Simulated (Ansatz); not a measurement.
Input:

CdS:
```cif
data_Cd2S2
_chemical_formula_sum 'Cd2 S2'
_space_group_name_H-M_alt 'P63mc'
_space_group_IT_number 186
_space_group_name_Hall 'P 6c -2c'
_cell_length_a 4.16414
_cell_length_b 4.16414
_cell_length_c 6.76581
_cell_angle_alpha 90.000
_cell_angle_beta 90.000
_cell_angle_gamma 120.000
loop_
_atom_site_label
_atom_site_type_symbol
_atom_site_symmetry_multiplicity
_atom_site_Wyckoff_symbol
_atom_site_fract_x
_atom_site_fract_y
_atom_site_fract_z
_atom_site_occupancy
Cd1 Cd 2 b 0.66667 0.33333 0.00108 1
S1 S 2 b 0.33333 0.66667 0.12412 1
```

This is the r²SCAN-relaxed structure.

All from plane-wave PAW r²SCAN (Ansatz code), unless another level is named. Give the HSE06 gap on the r²SCAN cell.

2.19 eV.

Give the electron effective mass.

0.15, 0.16, 0.16 mₑ (principal values).

Predict the weight of the conduction-edge state by species (Voronoi cells).

Cd 61 %, S 39 %.

Predict the valence-band maximum.

at Γ.

Space group P6_3mc (wurtzite). The r²SCAN relaxation kept the symmetry of its start; phonons on a q-mesh show no instability. Scalar-relativistic: spin–orbit coupling is off unless named, which matters more the heavier the elements.

Potentials: the later of the program's two PAW sets.
